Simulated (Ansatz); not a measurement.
Recipe of this trial structure of In2SbN: random cell by space group and Wyckoff sites (P4/mmm, No. 123). Lengths were set from tabulated atomic sizes, so they are only a guess.

```
In Sb N
1.0
     4.35503    0.00000    0.00000
     0.00000    4.35503    0.00000
     0.00000    0.00000    5.59412
In Sb N
2 1 1
Direct
  0.50000 0.50000 0.78301
  0.50000 0.50000 0.21699
  0.00000 0.00000 0.50000
  0.50000 0.50000 0.50000
```

Theory: Ansatz, DFT PBE, scalar-relativistic, plane waves, PAW. Cutoff 420 eV, Gaussian smearing, Γ-centred meshes. Cell and atoms relax first on a coarse mesh and then on a finer one. In between, the cell is made exact in the group found at 0.06 Å. In metals the finer mesh still leaves noise of several meV/atom or more. The steps can't lower the symmetry of their start. No spin polarisation.

A guess keeps its type if space group and coordination stay and the shape of the cell changes little (axis ratios within about 15 %, angles within 6°); the volume may change.

Problem. Does it keep its structure type, or change into something else?

Solution. It doesn't keep its type. The symmetry stays P4/mmm (No. 123). The volume per atom shrinks by 7.4 %, from 26.5 to 24.6 Å³. The shortest distance goes from 1.58 Å (In–N) to 2.41 Å (Sb–N). The ratio c/a of the conventional cell changes by a factor of 1.94. Counting neighbours within 15 % of an atom's shortest distance, the start has In 1, N 2, Sb 12 and the end In 1, N 6, Sb 4. In detail, at the end In is surrounded by 1 N at 2.50 Å; Sb has 4 N at 2.41 Å; N is surrounded by 4 Sb at 2.41 Å and 2 In at 2.50 Å.

```
In Sb N
1.0
     3.40527    0.00000    0.00000
     0.00000    3.40527    0.00000
     0.00000    0.00000    8.47038
In Sb N
2 1 1
Direct
  0.50000 0.50000 0.79488
  0.50000 0.50000 0.20512
  0.00000 0.00000 0.50000
  0.50000 0.50000 0.50000
```

The zero of energy is the elements' standard structures at the same level (N₂ as a molecule); no fitted shifts are applied.

Problem. At what energy does it end?

Solution. +0.49 eV/atom. The separate elements lie lower, so it is unstable against them.

The last run used a 14×14×6 mesh (in the run's order of axes) for its 4-atom cell and Gaussian smearing of 0.10 eV. These runs have no spin–orbit coupling, which can matter for Sb. A structure relaxed within its symmetry needn't be a true minimum. Another cell of In2SbN relaxed alike, in P-4m2, lies 188 meV/atom lower, so this cell isn't the stable form at this level.
